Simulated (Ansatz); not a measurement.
Ge$_{3}$N$_{4}$:
```cif
data_Ge6N8
_chemical_formula_sum 'Ge6 N8'
_space_group_name_H-M_alt 'P63/m'
_space_group_IT_number 176
_space_group_name_Hall '-P 6c'
_cell_length_a 8.05663
_cell_length_b 8.05663
_cell_length_c 3.08459
_cell_angle_alpha 90.000
_cell_angle_beta 90.000
_cell_angle_gamma 120.000
loop_
_atom_site_label
_atom_site_type_symbol
_atom_site_symmetry_multiplicity
_atom_site_Wyckoff_symbol
_atom_site_fract_x
_atom_site_fract_y
_atom_site_fract_z
_atom_site_occupancy
Ge1 Ge 6 h 0.23717 0.40660 0.25000 1
N1 N 6 h 0.33037 0.02579 0.25000 1
N2 N 2 c 0.33333 0.66667 0.25000 1
```

This is the PBEsol-relaxed structure.

All from PBEsol in the plane-wave PAW code Ansatz, unless another level is named. Give the electron effective mass with spin–orbit coupling.

0.22, 0.26, 0.26 mₑ (principal values).

What about the valence-band maximum?

at Γ.

Give the weight of the valence-edge state by species (Voronoi cells).

N 93 %, Ge 7 %.

Space group P6_3/m. The PBEsol relaxation kept the symmetry of its start. Spin–orbit coupling is left out wherever it is not named.

Potentials: the later of the program's two PAW sets.

Edges and masses are those of Kohn–Sham bands, whose gap is no quasiparticle gap.
